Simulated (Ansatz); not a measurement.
BaGa$_{2}$H$_{2}$ (P-3m1), an elastic constant from a strain scan

All numbers below come from Ansatz, DFT r2SCAN, scalar-relativistic, plane waves, PAW. The runs took a 500 eV cutoff, a Γ-centred 12×12×10 mesh and Gaussian smearing (0.15 eV). No spin polarisation. Energies are free energies at this smearing, counted from the undisturbed cell; pressure is positive in compression.

The undisturbed cell (as given, not relaxed at this level; it stands at -0.1 GPa, and it needn't be the usual structure):

```
Ba Ga H
1.0
     4.52860    0.00000    0.00000
    -2.26430    3.92188    0.00000
     0.00000    0.00000    4.89910
Ba Ga H
1 2 2
Direct
  0.00000 0.00000 0.00000
  0.33333 0.66667 0.46800
  0.66667 0.33333 0.53200
  0.33333 0.66667 0.12320
  0.66667 0.33333 0.87680
```

The cell is strained by ε times the Voigt pattern (0, 0, 1, 0, 0, 0) (xx, yy, zz, yz, xz, xy; engineering shear) with fractional coordinates fixed. The cell holds 5 atoms in V0 = 87.01 Å³. The stress column is τ = (1/V0) dE/dε, got from the stress tensor σ (compression positive) at each point as −det(1 + εP) σ : P(1 + εP)⁻¹, with P the pattern as a tensor.

| ε | ΔE (meV/atom) | τ (GPa) |
| --- | --- | --- |
| -0.0600 | 27.962 | -9.419 |
| -0.0300 | 6.222 | -4.114 |
| 0.0000 | 0.000 | 0.134 |
| 0.0150 | 1.695 | 1.911 |
| 0.0450 | 12.929 | 4.857 |
| 0.0600 | ? | ? |

Which combination of elastic constants does this scan measure, and how large is it?

For small ε, τ = τ0 + Kε with K = pᵀCp, which for this pattern is C33 in the Cartesian frame shown. The parabola through τ at ε = -0.0300, 0 and 0.0150 has slope K = 126 GPa at zero. The energies per cell, E = NΔE, of the same two points give K = 2[E(ε₊)/ε₊ − E(ε₋)/ε₋]/[(ε₊ − ε₋)V0] = 131 GPa, in agreement. These are clamped-ion values.

Predict the withheld row at ε = 0.0600 from the harmonic law, and compare.

ΔE = V0(τ0 ε + Kε²/2)/N = 25.539 meV/atom and τ = 7.70 GPa. The calculation gives 21.843 meV/atom and 6.06 GPa: the energy lies 14 % below the harmonic value, as bonds soften when stretched.

Forces appear on the atoms along this scan, and letting them relax would lower the energy and soften the response. In a metal these slopes depend on the k mesh and the smearing.